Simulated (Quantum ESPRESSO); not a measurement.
## Band energies of SrAlSiH at -2 % biaxial strain

```
CELL_PARAMETERS angstrom
      4.12279     0.00000     0.00000
     -2.06139     3.57044     0.00000
      0.00000     0.00000     4.86608
ATOMIC_POSITIONS crystal
  H  0.66667 0.33333 0.10032
  Al 0.66667 0.33333 0.46169
  Si 0.33333 0.66667 0.55714
  Sr 0.00000 0.00000 0.00385
```

norm-conserving PBEsol (Quantum ESPRESSO, 72 Ry, no spin-orbit coupling); path ΓMKΓALHA,LM,KH; energies in eV from the valence-band maximum.

| k (1/Å) | point | band 5 | band 6 | band 7 | band 8 | band 9 | band 10 | band 11 | band 12 |
|---|---|---|---|---|---|---|---|---|---|
| 0.00 | Γ | -9.66 | -4.43 | -1.56 | -0.67 | -0.67 | 1.74 | 3.03 | 3.03 |
| 0.33 |  | -9.25 | -4.61 | -2.06 | -1.39 | -0.99 | 1.62 | 3.17 | 3.43 |
| 0.66 |  | -8.14 | -5.69 | -3.11 | -1.43 | -1.00 | 0.83 | 2.26 | 2.97 |
| 0.88 | M | -7.48 | -6.42 | -3.27 | -1.53 | -0.86 | 0.59 | 2.26 | 2.86 |
| 1.13 |  | -7.33 | -6.32 | -3.41 | -2.44 | -0.81 | 0.96 | 2.33 | 3.31 |
| 1.39 | K | -7.05 | -6.31 | -3.85 | -2.70 | -0.86 | 0.87 | 2.71 | 3.92 |
| 1.50 |  | -7.21 | -6.20 | -3.73 | -2.69 | -0.85 | 0.93 | 2.58 | 3.91 |
| 1.95 |  | -8.90 | -4.84 | -2.43 | -1.70 | -1.20 | 2.21 | 2.42 | 2.61 |
| 2.29 |  | -9.61 | -4.44 | -1.54 | -0.94 | -0.72 | 2.00 | 2.81 | 3.10 |
| 2.40 | Γ | -9.66 | -4.43 | -1.56 | -0.67 | -0.67 | 1.74 | 3.03 | 3.03 |
| 2.73 |  | -9.34 | -5.31 | -0.75 | -0.48 | -0.48 | 2.13 | 2.21 | 2.21 |
| 3.05 | A | -8.91 | -6.10 | -0.25 | -0.25 | 0.00 | 1.78 | 1.78 | 2.52 |
| 3.44 |  | -8.55 | -5.61 | -2.71 | -1.20 | -0.92 | 1.70 | 3.03 | 3.08 |
| 3.73 |  | -7.90 | -5.41 | -4.07 | -1.78 | -1.53 | 1.45 | 3.34 | 4.35 |
| 3.93 | L | -7.63 | -5.67 | -4.14 | -1.90 | -1.62 | 1.40 | 3.20 | 4.64 |
| 4.13 |  | -7.51 | -5.77 | -4.07 | -2.41 | -1.51 | 2.29 | 2.90 | 4.77 |
| 4.44 | H | -7.15 | -6.11 | -3.91 | -3.08 | -1.26 | 2.14 | 4.44 | 4.98 |
| 4.84 |  | -8.06 | -5.34 | -3.76 | -2.29 | -1.30 | 2.80 | 3.46 | 3.70 |
| 5.15 |  | -8.69 | -5.78 | -2.02 | -1.14 | -0.56 | 2.11 | 2.61 | 2.84 |
| 5.45 | A | -8.91 | -6.10 | -0.25 | -0.25 | 0.00 | 1.78 | 1.78 | 2.52 |
| 5.45 | L | -7.63 | -5.67 | -4.14 | -1.90 | -1.62 | 1.40 | 3.20 | 4.64 |
| 5.78 |  | -7.56 | -6.11 | -3.65 | -1.73 | -1.21 | 0.70 | 2.77 | 3.77 |
| 6.10 | M | -7.48 | -6.42 | -3.27 | -1.53 | -0.86 | 0.59 | 2.26 | 2.86 |
| 6.10 | K | -7.05 | -6.31 | -3.85 | -2.70 | -0.86 | 0.87 | 2.71 | 3.92 |
| 6.38 |  | -7.09 | -6.24 | -3.58 | -3.26 | -1.05 | 2.01 | 3.45 | 3.49 |
| 6.74 | H | -7.15 | -6.11 | -3.91 | -3.08 | -1.26 | 2.14 | 4.44 | 4.98 |

The PBEsol gap is 0.54 eV; at least one edge lies off the plotted path, at a point of the SCF mesh. The smallest direct gap is 1.43 eV.

Geometry strained from the cell relaxed with PBEsol, atoms relaxed again.

The structure is a Materials Project entry; no match was found in the copy of COD used, and its stability was not checked.
